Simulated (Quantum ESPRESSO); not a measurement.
## Ti2NbO5F3 (one run as intended and one with a planted mistake)

Computed values, not a measurement. The program is pw.x of Quantum ESPRESSO 7.5 (plane-wave density functional theory). The cell is made up: 11 atoms on a fluorite lattice with one site empty, with randomly drawn elements, strain and displacements, not relaxed. PseudoDojo standard norm-conserving files (v0.5 for PBE, v0.4.1 for LDA and PBEsol) set the functional; there is no spin polarisation, spin-orbit coupling or dispersion term, and the masses in the input are unused placeholders.

Intended input:

```
&control calculation='scf', pseudo_dir='./dojo.nc.sr.pbe.v0_5.standard.upf', outdir='./o', disk_io='low', tprnfor=.true., tstress=.true. /
&system ibrav=0, nat=11, ntyp=4, nbnd=50, ecutwfc=84.00895049, nosym=.true., tot_charge=0,
 occupations='smearing', smearing='fd', degauss=0.0018374661
/
&electrons conv_thr=7.350e-09, electron_maxstep=60, /
ATOMIC_SPECIES
F 1.0 F.upf
Nb 1.0 Nb.upf
O 1.0 O.upf
Ti 1.0 Ti.upf
CELL_PARAMETERS angstrom
4.7961 -0.0104 0.0601
-0.0104 4.8446 0.0048
0.0601 0.0048 4.929
ATOMIC_POSITIONS angstrom
Ti 0.0681 -0.0006 -0.0125
Nb 0.0284 2.3261 2.4191
Ti 2.3822 2.4597 0.0585
O 1.1756 1.1885 1.3041
O 1.3022 1.1246 3.7854
F 1.1416 3.6532 1.3566
O 1.2038 3.6157 3.667
F 3.5601 1.1734 1.2789
O 3.6715 1.2274 3.6579
O 3.5912 3.6093 1.2569
F 3.4783 3.638 3.802
K_POINTS automatic
5 5 5 1 1 1
```

The log is shortened where brackets say so; the opening notice, blank lines, dates and the lines on written files are dropped, and the path of the files is cut. It prints rydbergs, bohrs and kilobars, and counts compression as positive stress. Where no state is partly filled, the Fermi energy that it prints is only some level between the filled and the empty states on the mesh, and need not lie in the true gap.

Log of the intended run:

```
     Program PWSCF v.7.5
     Parallel version (MPI & OpenMP), running on       4 processor cores
     Number of MPI processes:                 4
     Threads/MPI process:                     1
     [start-up lines left out]
     bravais-lattice index     =            0
     lattice parameter (alat)  =       9.0640  a.u.
     unit-cell volume          =     772.7389 (a.u.)^3
     number of atoms/cell      =           11
     number of atomic types    =            4
     number of electrons       =        88.00
     number of Kohn-Sham states=           50
     kinetic-energy cutoff     =      84.0090  Ry
     charge density cutoff     =     336.0358  Ry
     scf convergence threshold =      7.3E-09
     mixing beta               =       0.7000
     number of iterations used =            8  plain     mixing
     Exchange-correlation= PBE
                           (   1   4   3   4   0   0   0)
     [axes and pseudopotential details left out]
   Cartesian axes
     site n.     atom                  positions (alat units)
         1        Ti     tau(   1) = (   0.0141979  -0.0001251  -0.0026061  )
         2        Nb     tau(   2) = (   0.0059210   0.4849590   0.5043482  )
         3        Ti     tau(   3) = (   0.4966551   0.5128127   0.0121964  )
         4        O      tau(   4) = (   0.2450960   0.2477855   0.2718864  )
         5        O      tau(   5) = (   0.2714903   0.2344632   0.7892025  )
         6        F      tau(   6) = (   0.2380075   0.7616406   0.2828319  )
         7        O      tau(   7) = (   0.2509753   0.7538224   0.7645177  )
         8        F      tau(   8) = (   0.7422306   0.2446373   0.2666326  )
         9        O      tau(   9) = (   0.7654559   0.2558956   0.7626205  )
        10        O      tau(  10) = (   0.7487145   0.7524881   0.2620459  )
        11        F      tau(  11) = (   0.7251764   0.7584716   0.7926633  )
     number of k points=    63  Fermi-Dirac smearing, width (Ry)=  0.0018
                       cart. coord. in units 2pi/alat
        k(    1) = (   0.0990200   0.0991243   0.0960077), wk =   0.0320000
        k(    2) = (   0.0965803   0.0989262   0.2906608), wk =   0.0320000
     [further k points left out]
     Dense  grid:    80393 G-vectors     FFT dimensions: (  54,  54,  60)
     Estimated max dynamical RAM per process >     244.48 MB
     Estimated total dynamical RAM >     919.03 MB
     Initial potential from superposition of free atoms
     starting charge      87.9945, renormalised to      88.0000
     Starting wfcs are   62 randomized atomic wfcs
     total cpu time spent up to now is        8.5 secs
     per-process dynamical memory:   201.1 Mb
     Self-consistent Calculation
     iteration #  1     ecut=    84.01 Ry     beta= 0.70
     Davidson diagonalization with overlap
     ethr =  1.00E-02,  avg # of iterations =  2.0
     total cpu time spent up to now is       19.4 secs
     total energy              =    -672.78872998 Ry
     estimated scf accuracy    <       5.76135390 Ry
     iteration #  2     ecut=    84.01 Ry     beta= 0.70
     Davidson diagonalization with overlap
     ethr =  6.55E-03,  avg # of iterations =  8.0
     total cpu time spent up to now is       41.6 secs
     total energy              =    -664.75128169 Ry
     estimated scf accuracy    <      95.26814973 Ry
     [iterations 3 to 18 left out]
     iteration # 19     ecut=    84.01 Ry     beta= 0.70
     Davidson diagonalization with overlap
     ethr =  1.82E-09,  avg # of iterations =  1.7
     total cpu time spent up to now is      292.6 secs
     total energy              =    -676.02530824 Ry
     estimated scf accuracy    <       0.00000031 Ry
     iteration # 20     ecut=    84.01 Ry     beta= 0.70
     Davidson diagonalization with overlap
     ethr =  3.54E-10,  avg # of iterations =  4.2
     total cpu time spent up to now is      308.4 secs
     End of self-consistent calculation
     [lines on levels left out]
     the Fermi energy is    10.2705 ev
!    total energy              =    -676.02530832 Ry
     estimated scf accuracy    <          4.7E-09 Ry
     smearing contrib. (-TS)   =      -0.00000000 Ry
     internal energy E=F+TS    =    -676.02530832 Ry
     The total energy is F=E-TS. E is the sum of the following terms:
     one-electron contribution =    -207.70215075 Ry
     hartree contribution      =     152.56534984 Ry
     xc contribution           =    -135.63438177 Ry
     ewald contribution        =    -485.25412564 Ry
     convergence has been achieved in  20 iterations
     Forces acting on atoms (cartesian axes, Ry/au):
     atom    1 type  4   force =     0.04817011    0.04730309   -0.09160051
     atom    2 type  2   force =     0.00994045   -0.05254623    0.11041445
     atom    3 type  4   force =    -0.03092497   -0.03083926   -0.06726458
     atom    4 type  3   force =    -0.05395608    0.05852731   -0.01957126
     atom    5 type  3   force =    -0.03471520    0.03951348    0.05768415
     atom    6 type  1   force =     0.04598173    0.02295203   -0.06638493
     atom    7 type  3   force =    -0.08413301   -0.06445827    0.08834824
     atom    8 type  1   force =    -0.01145238   -0.00738085   -0.04169399
     atom    9 type  3   force =     0.04276018    0.05031845    0.05660616
     atom   10 type  3   force =     0.03008345   -0.07927922   -0.02041299
     atom   11 type  1   force =     0.03824571    0.01588947   -0.00612474
     Total force =     0.303612     Total SCF correction =     0.000208
     Computing stress (Cartesian axis) and pressure
          total   stress  (Ry/bohr**3)                   (kbar)     P=      -20.96
   0.00015764  -0.00000567  -0.00024163           23.19       -0.83      -35.55
  -0.00000567  -0.00009703   0.00001352           -0.83      -14.27        1.99
  -0.00024163   0.00001352  -0.00048812          -35.55        1.99      -71.81
     init_run     :      8.02s CPU      8.36s WALL (       1 calls)
     electrons    :    298.74s CPU    299.94s WALL (       1 calls)
     forces       :      2.08s CPU      2.11s WALL (       1 calls)
     stress       :      8.23s CPU      8.23s WALL (       1 calls)
     [timing details left out]
     PWSCF        :   5m17.31s CPU   5m18.98s WALL
     JOB DONE.
```

A second run has one planted mistake: the smearing is too wide. The input lines that differ, file-writing options aside:

```
- &system ibrav=0, nat=11, ntyp=4, nbnd=50, ecutwfc=84.00895049, nosym=.true., tot_charge=0,
+ &system ibrav=0, nat=11, ntyp=4, nbnd=68, ecutwfc=84.00895049, nosym=.true., tot_charge=0,
-  occupations='smearing', smearing='fd', degauss=0.0018374661
+  occupations='smearing', smearing='fd', degauss=0.0345443628
```

Its log:

```
     Program PWSCF v.7.5
     Parallel version (MPI & OpenMP), running on       4 processor cores
     Number of MPI processes:                 4
     Threads/MPI process:                     1
     [start-up lines left out]
     bravais-lattice index     =            0
     lattice parameter (alat)  =       9.0640  a.u.
     unit-cell volume          =     772.7389 (a.u.)^3
     number of atoms/cell      =           11
     number of atomic types    =            4
     number of electrons       =        88.00
     number of Kohn-Sham states=           68
     kinetic-energy cutoff     =      84.0090  Ry
     charge density cutoff     =     336.0358  Ry
     scf convergence threshold =      7.3E-09
     mixing beta               =       0.7000
     number of iterations used =            8  plain     mixing
     Exchange-correlation= PBE
                           (   1   4   3   4   0   0   0)
     [axes and pseudopotential details left out]
   Cartesian axes
     site n.     atom                  positions (alat units)
         1        Ti     tau(   1) = (   0.0141979  -0.0001251  -0.0026061  )
         2        Nb     tau(   2) = (   0.0059210   0.4849590   0.5043482  )
         3        Ti     tau(   3) = (   0.4966551   0.5128127   0.0121964  )
         4        O      tau(   4) = (   0.2450960   0.2477855   0.2718864  )
         5        O      tau(   5) = (   0.2714903   0.2344632   0.7892025  )
         6        F      tau(   6) = (   0.2380075   0.7616406   0.2828319  )
         7        O      tau(   7) = (   0.2509753   0.7538224   0.7645177  )
         8        F      tau(   8) = (   0.7422306   0.2446373   0.2666326  )
         9        O      tau(   9) = (   0.7654559   0.2558956   0.7626205  )
        10        O      tau(  10) = (   0.7487145   0.7524881   0.2620459  )
        11        F      tau(  11) = (   0.7251764   0.7584716   0.7926633  )
     number of k points=    63  Fermi-Dirac smearing, width (Ry)=  0.0345
                       cart. coord. in units 2pi/alat
        k(    1) = (   0.0990200   0.0991243   0.0960077), wk =   0.0320000
        k(    2) = (   0.0965803   0.0989262   0.2906608), wk =   0.0320000
     [further k points left out]
     Dense  grid:    80393 G-vectors     FFT dimensions: (  54,  54,  60)
     Estimated max dynamical RAM per process >     302.86 MB
     Estimated total dynamical RAM >       1.13 GB
     Initial potential from superposition of free atoms
     starting charge      87.9945, renormalised to      88.0000
     Starting wfcs are   62 randomized atomic wfcs +    6 random wfcs
     total cpu time spent up to now is       10.4 secs
     per-process dynamical memory:   249.3 Mb
     Self-consistent Calculation
     iteration #  1     ecut=    84.01 Ry     beta= 0.70
     Davidson diagonalization with overlap
     ethr =  1.00E-02,  avg # of iterations =  6.0
     total cpu time spent up to now is       36.1 secs
     total energy              =    -672.92360503 Ry
     estimated scf accuracy    <       5.61236744 Ry
     iteration #  2     ecut=    84.01 Ry     beta= 0.70
     Davidson diagonalization with overlap
     ethr =  6.38E-03,  avg # of iterations =  2.3
     total cpu time spent up to now is       57.4 secs
     total energy              =    -664.29255919 Ry
     estimated scf accuracy    <      99.08791156 Ry
     [iterations 3 to 18 left out]
     iteration # 19     ecut=    84.01 Ry     beta= 0.70
     Davidson diagonalization with overlap
     ethr =  8.17E-11,  avg # of iterations =  2.0
     total cpu time spent up to now is      348.1 secs
     total energy              =    -676.07599781 Ry
     estimated scf accuracy    <       0.00000004 Ry
     iteration # 20     ecut=    84.01 Ry     beta= 0.70
     Davidson diagonalization with overlap
     ethr =  4.42E-11,  avg # of iterations =  1.0
     total cpu time spent up to now is      365.2 secs
     End of self-consistent calculation
     [lines on levels left out]
     the Fermi energy is     9.9365 ev
!    total energy              =    -676.07599781 Ry
     estimated scf accuracy    <          1.5E-09 Ry
     smearing contrib. (-TS)   =      -0.14641247 Ry
     internal energy E=F+TS    =    -675.92958534 Ry
     The total energy is F=E-TS. E is the sum of the following terms:
     one-electron contribution =    -207.90535244 Ry
     hartree contribution      =     152.89316413 Ry
     xc contribution           =    -135.66327139 Ry
     ewald contribution        =    -485.25412564 Ry
     convergence has been achieved in  20 iterations
     Forces acting on atoms (cartesian axes, Ry/au):
     atom    1 type  4   force =     0.02158286    0.02433334   -0.06193069
     atom    2 type  2   force =     0.00341056   -0.03639968    0.08431877
     atom    3 type  4   force =    -0.01707016   -0.02491234   -0.04426611
     atom    4 type  3   force =    -0.05115830    0.05518676   -0.02437397
     atom    5 type  3   force =    -0.02920110    0.04328301    0.03783207
     atom    6 type  1   force =     0.04380663    0.02081473   -0.06524001
     atom    7 type  3   force =    -0.07971408   -0.06007684    0.08041263
     atom    8 type  1   force =    -0.00944626   -0.00538639   -0.04052642
     atom    9 type  3   force =     0.04189765    0.04078309    0.05827293
     atom   10 type  3   force =     0.03430731   -0.07320269   -0.01658802
     atom   11 type  1   force =     0.04158490    0.01557701   -0.00791118
     Total force =     0.259006     Total SCF correction =     0.000102
     Computing stress (Cartesian axis) and pressure
          total   stress  (Ry/bohr**3)                   (kbar)     P=        2.75
   0.00028557   0.00007239  -0.00024184           42.01       10.65      -35.58
   0.00007239   0.00002181  -0.00002361           10.65        3.21       -3.47
  -0.00024184  -0.00002361  -0.00025131          -35.58       -3.47      -36.97
     init_run     :      7.76s CPU      8.07s WALL (       1 calls)
     electrons    :    353.86s CPU    354.90s WALL (       1 calls)
     forces       :      3.53s CPU      3.55s WALL (       1 calls)
     stress       :     10.05s CPU     10.05s WALL (       1 calls)
     [timing details left out]
     PWSCF        :   6m17.59s CPU   6m19.09s WALL
     JOB DONE.
```

|  | intended run | run with the mistake |
| --- | --- | --- |
| free energy (eV) | -9197.793 | -9198.483 |
| smearing term -TS (eV) | 0.0000 | -1.9920 |
| pressure (GPa) | -2.10 | 0.27 |
| largest force component (eV/Å) | 2.839 | 2.168 |
| largest change of a force component (eV/Å) |  | 0.763 |
| iterations | 20 | 20 |

For scale, a rerun of the intended cell at a cutoff of 1467 eV and k mesh 7 x 7 x 7 moved values by no more than 0.004 eV in energy, 0.05 GPa in stress and 0.003 eV/Å in force. The number of bands, nbnd, was set by rule from the electron count and the smearing, so it follows the mistake.